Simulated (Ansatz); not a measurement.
Computed with DFT PBE, scalar-relativistic, plane waves, PAW, and for the lanthanide a 4f-in-core norm-conserving potential (Ansatz). Settings: cutoff 690 eV, Γ-centred meshes spaced at most about 0.3 Å⁻¹ (2π included), Gaussian smearing. No spin polarisation in the final relaxations.

Temperature and zero-point effects are left out. All come from trial cells, and lower structures may exist.

Question: Order these relaxed structures of NaTbBr4 by energy, lowest first, with the energy over the lowest of them.
A.

```
Na Tb Br
1.0
     7.43846    0.00000    0.00000
     0.00000    7.43846    0.00000
     0.00000    0.00000    3.75410
Na Tb Br
1 1 4
Cartesian
  3.7192 3.7192 1.8770
  0.0000 0.0000 0.0000
  1.6672 5.7713 1.8770
  5.7713 1.6672 1.8770
  1.6672 1.6672 1.8770
  5.7713 5.7713 1.8770
```

B.

```
Na Tb Br
1.0
     4.13988   -3.44429    0.00000
     4.13988    3.44429    0.00000
    -3.54700    0.00000    7.41878
Na Tb Br
1 1 4
Cartesian
  2.3664 -2.8641 3.7094
  4.1399 -0.6793 0.0000
  -1.0296 1.5872 6.6554
  5.7623 1.5872 0.7634
  4.7594 -1.5621 2.5562
  -0.0267 -1.5621 4.8626
```

C.

```
Na Tb Br
1.0
     4.98124    0.00000    0.00000
     0.00000    4.98124    0.00000
     0.00000    0.00000    7.30149
Na Tb Br
1 1 4
Direct
  0.00000 0.00000 0.00000
  0.50000 0.50000 0.50000
  0.50000 0.00000 0.73390
  0.00000 0.50000 0.26610
  0.50000 0.00000 0.26610
  0.00000 0.50000 0.73390
```

Answer: B (0 meV/atom), C (59 meV/atom), A (182 meV/atom). Forms: B C2; C P4/mmm; A P4/mmm. Counting Br atoms around Na and Tb (those within 1.25 times the shortest such distance or 1.15 times the sum of covalent radii, 1.27 where that leaves under three): B has Na 6, Tb 6; C has Na 8, Tb 8; A has Na 4, Tb 8.

Cells relaxed within their symmetry can be saddle points. The C2 cell of NaTbBr4 came from shaking the P4/mmm one. Some structure types and database cells were kept out of the candidates from the start, so a known form may be missing.

The lanthanide is trivalent by construction, without f bands, f moments or other valences.
